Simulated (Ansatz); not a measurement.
TePt (CsCl type, Pm-3m) is relaxed with PBE in the plane-wave PAW code Ansatz. What lattice parameters of the conventional cell result?

a = 3.442 Å.

Is it a metal or does it have a gap at this level?

No gap at this level.

The start of the workflow was typed in or built on a structure type; neither database checked (COD, Materials Project) lists it. COD files the formula under space group No. 166, 194, so this cell is another polymorph or a model. Its standing as an ambient phase is unchecked. The PBE relaxation kept the symmetry of its start; its stability against distortions is not shown here. No spin polarisation was allowed. Its formation energy is positive at this level, so the cell may be metastable or incomplete. Scalar-relativistic: spin–orbit coupling is off unless named, which matters more the heavier the elements.

Potentials: the earlier of the program's two PAW sets.
